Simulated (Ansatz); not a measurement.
SrZrO3 (cubic perovskite)

```
CELL_PARAMETERS angstrom
      4.12994     0.00000     0.00000
      0.00000     4.12994     0.00000
      0.00000     0.00000     4.12994
ATOMIC_POSITIONS crystal
  Sr 0.50000 0.50000 0.50000
  Zr 0.00000 0.00000 0.00000
  O  0.00000 0.50000 0.00000
  O  0.50000 0.00000 0.00000
  O  0.00000 0.00000 0.50000
```

Grid over V/V₀ and (c/a)/(c/a)₀, subscript 0 meaning the relaxed cell; the conventional c axis lies along z; no internal relaxation.

The numbers are results of PBEsol (plane waves to 420 eV, PAW, scalar-relativistic; Ansatz, an electronic-structure program), not measurements. k mesh 8×8×8 (Γ-centred), Fermi-Dirac smearing 0.05 eV. Stress and pressure are positive under compression. SrZrO3 is run without spin polarisation. SrZrO3 was relaxed with its symmetry unable to fall. This is a high-temperature form of SrZrO3.

At one point of the scan the stress tensor (GPa) is:

```
    3.3      0.0      0.0
    0.0      3.3      0.0
    0.0      0.0     17.0
```

Which point is it?
A. V/V₀ = 0.980, (c/a)/(c/a)₀ = 0.960
B. V/V₀ = 0.980, (c/a)/(c/a)₀ = 1.000
C. V/V₀ = 0.960, (c/a)/(c/a)₀ = 0.960
D. V/V₀ = 1.020, (c/a)/(c/a)₀ = 0.960

C, V/V₀ = 0.960, (c/a)/(c/a)₀ = 0.960

(A scan under strain: stresses follow from slopes of the energy per volume, elastic moduli from its curvatures.)
